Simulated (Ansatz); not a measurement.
The relaxed structure here is a generated cell of Al2Cu: the first start was made by a random draw of sites in a space group, and the end was not matched to a known phase here, so it may be hypothetical. Known forms of Al2Cu include space group No. 140.

One stationary structure of Al2Cu. Method: r2SCAN (plane waves to 500 eV, PAW, scalar-relativistic; Ansatz, a program for electronic structure).

```cif
data_Al6Cu3
_chemical_formula_sum 'Al6 Cu3'
_space_group_name_H-M_alt 'P 1'
_space_group_IT_number 1
_cell_length_a 6.31605
_cell_length_b 6.31605
_cell_length_c 6.31605
_cell_angle_alpha 114.518
_cell_angle_beta 114.518
_cell_angle_gamma 114.518
loop_
_space_group_symop_operation_xyz
  'x, y, z'
loop_
_atom_site_label
_atom_site_type_symbol
_atom_site_fract_x
_atom_site_fract_y
_atom_site_fract_z
_atom_site_occupancy
Al1 Al 0.68352 0.93144 0.68352 1
Al2 Al 0.93144 0.68352 0.68352 1
Al3 Al 0.68352 0.68352 0.93144 1
Al4 Al 0.09581 0.56983 0.09581 1
Al5 Al 0.56983 0.09581 0.09581 1
Al6 Al 0.09581 0.09581 0.56983 1
Cu1 Cu 0.52032 0.17140 0.52032 1
Cu2 Cu 0.17140 0.52032 0.52032 1
Cu3 Cu 0.52032 0.52032 0.17140 1
```

Find the space group and the Wyckoff positions (tolerance 0.01 Å).

Space group R3m, hexagonal axes (No. 160); a = 10.6252 Å, b = 10.6252 Å, c = 4.5111 Å, α = 90.00°, β = 90.00°, γ = 120.00°

```
atom  site  symmetry       x       y       z
----  ----  --------  ------  ------  ------
Al      9b        .m  0.5840  0.1681  0.0995
Al      9b        .m  0.3160  0.1580  0.2538
Cu      9b        .m  0.1007  0.5504  0.0707
```

Give the shortest distances between elements (the closest pairs, up to four, under 3.6 Å).

Al–Cu 2.44 Å; Al–Al 2.60 Å.

* **Volume per atom**: 16.34 Å³
* **Density**: 3.98 g/cm³
* **Band gap**: zero (metallic)

No spin polarisation in the result.

The run could not lose the symmetry of its start, so the end can be a saddle point.
